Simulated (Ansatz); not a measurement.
# Si: energy along a strain

Si, P6/mmm, a = 2.621 Å, c = 2.466 Å (as given, not relaxed at this level: -0.9 GPa). This isn't the element's structure at ambient conditions. Ansatz: LDA, PAW, 420 eV, Γ-centred 21×21×20 mesh on 1 atom, Gaussian smearing 0.15 eV; no spin polarisation. Cell vectors (Å): 2.621 0.000 0.000; -1.310 2.269 0.000; 0.000 0.000 2.466. The cell is strained by x per cent times the pattern (1 1 0 0 0 0) in the order xx yy zz yz xz xy (engineering shears), with fractional coordinates held. y is the free energy over the start, V0 = 14.668 Å³/atom.

```tsv
x (%)	y (meV/atom)
-6.00	?
-4.50	59.65
-3.00	24.70
-1.50	5.43
0.00	0.00
1.50	6.27
3.00	22.90
4.50	48.73
5.25	64.64
6.00	82.22
```

Task: Fit y = c1 x + c2 x² + c3 x³ to the other rows, get the stiffness along the pattern, and predict the missing energy.

Result: Least squares on the rows shown. y = 0.35819 x + 2.6747 x² − 0.075687 x³. The clamped-ion stiffness p·C·p = 2 × 26.75 eV × 160.2 / 14.668 Å³ = 584 GPa (second derivative at the start, which stands under stress). At x = -6.00 the fit asked for gives 110.49 meV/atom. The run gave 111.92 meV/atom, so the fit is 1.43 meV/atom too low, 1.3 % of the span of the series, against an rms of 0.20 meV/atom on the fitted rows. The row lies outside the fitted range. With a term in x⁴ added, a fit to the same known rows predicts 112.58 meV/atom, a smaller miss on the other side.